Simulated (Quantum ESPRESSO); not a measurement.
# TlCl: magnetic shieldings

```yaml
crystal:
  lattice:
    - [3.90100, 0.00000, 0.00000]
    - [0.00000, 3.90100, 0.00000]
    - [0.00000, 0.00000, 3.90100]
  atoms:
    - { symbol: Tl, position: [0.00000, 0.00000, 0.00000] }
    - { symbol: Cl, position: [0.50000, 0.50000, 0.50000] }
```
The cell was made here from an entry of the Crystallography Open Database (unchecked): atoms relaxed with PBE in the measured cell (PBE without dispersion, pw.x of a modified build of Quantum ESPRESSO, symmetry kept).  Stability against distortions was not tested.

Computed: shieldings by PBE GIPAW (Quantum ESPRESSO, JTH PAW datasets), 25 Ha, k-mesh 7×7×7 shifted, f-sum rule met within 0.008 %.

```tsv
site	site symmetry	σ_iso (ppm)
Tl (atom 1)	m-3m	–
Cl (atom 2)	m-3m	623
```

Shieldings of H and of elements past Ba are not listed.

These are absolute shieldings with no macroscopic susceptibility term; δ = σ_ref − σ needs a reference computed alike. By our sweeps, such settings leave a few ppm in absolute σ on light atoms and up to some 20 ppm from Zn on. Spin–orbit coupling is left out; its weight grows with the heaviest atom, Tl here. The datasets of Cl hold no d projectors, which limits absolute σ on these atoms. Static lattice: thermal averaging is not included.
